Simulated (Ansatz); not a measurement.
CaO:
```cif
data_CaO
_chemical_formula_sum 'Ca1 O1'
_space_group_name_H-M_alt 'P 1'
_space_group_IT_number 1
_cell_length_a 3.68605
_cell_length_b 3.68605
_cell_length_c 3.68605
_cell_angle_alpha 60.000
_cell_angle_beta 60.000
_cell_angle_gamma 60.000
loop_
_space_group_symop_operation_xyz
  'x, y, z'
loop_
_atom_site_label
_atom_site_type_symbol
_atom_site_fract_x
_atom_site_fract_y
_atom_site_fract_z
_atom_site_occupancy
Ca1 Ca 0.00000 0.00000 0.00000 1
O1 O 0.25000 0.25000 0.25000 1
```

Relaxed with r²SCAN. r²SCAN (plane waves, PAW; program Ansatz) gives a gap of 3.76 eV.

Task: What gap does HSE06 give on the same cell (Ansatz, PAW)?

Result: 4.73 eV, 0.97 eV more. The hybrid was solved on a coarser mesh and at special points; its gap is the smallest among all of these.

```
k  v1 r²SCAN  c1 r²SCAN  v1 HSE06  c1 HSE06
-  ---------  ---------  --------  --------
Γ      -0.62       3.76     -0.62      4.73
X       0.00       5.36       [?]       [?]
L      -0.36       6.61       [?]       [?]
W       0.00       5.40       [?]       [?]
K      -0.10       5.46       [?]       [?]
```

Task: Top valence (v1) and lowest conduction level (c1) in eV from each method's valence maximum (which need not be a listed point): supply the withheld HSE06 values.

Result: 
- L, v1 HSE06: -0.35
- L, c1 HSE06: 7.86
- K, v1 HSE06: -0.10
- K, c1 HSE06: 6.64
- W, v1 HSE06: 0.00
- W, c1 HSE06: 6.58
- X, v1 HSE06: 0.00
- X, c1 HSE06: 6.52

Cost on shared cores: the r²SCAN run (SCF on a 9×9×9 mesh, then bands and DOS) very roughly 28 core-seconds, the HSE06 run (SCF on 7×7×7, then a few points) roughly 120 core-seconds; the tasks are unlike.

Space group F-43m (zinc blende). The start of the workflow was typed in or built on a structure type; neither database checked (COD, Materials Project) lists it. It is not the phase usual at ambient conditions (space group No. 225). The cell was relaxed with r²SCAN under the symmetry of its start; whether a distortion lowers the energy is not shown.

Potentials: the later of the program's two PAW sets.
